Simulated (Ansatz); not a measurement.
A scan (energy against volume; even scaling of the relaxed cell, symmetry kept) gave these values. Level of theory: PBEsol (plane waves to 420 eV, PAW, scalar-relativistic; Ansatz, a program for electronic structure).

* **Bulk modulus B₀ (third-order Birch-Murnaghan fit)**: 137 GPa
* **Pressure derivative B₀′ (fit)**: 5.0
* **Equilibrium volume of the fit**: 12.30 Å³/atom

**Question.** Of these crystals, all scanned alike, which one is it?
A) TaN (rock salt)
B) ZnCu (CsCl type)
C) Sc₃TlB (anti-perovskite)
D) InAs (zinc blende)

**Answer.** B, ZnCu (CsCl type). The others have, for the bulk modulus: TaN 356 GPa, InAs 55.5 GPa, Sc3TlB 82.3 GPa

All were relaxed with their symmetry unable to fall. At this level the bands of InAs touch or barely overlap; measurements give the solid a gap. Sc3TlB is run without spin polarisation. Spin-orbit coupling is left out. TaN is run without spin polarisation. This is a high-temperature form of TaN. ZnCu is run without spin polarisation.

(A scan under strain: stresses follow from slopes of the energy per volume, elastic moduli from its curvatures.)
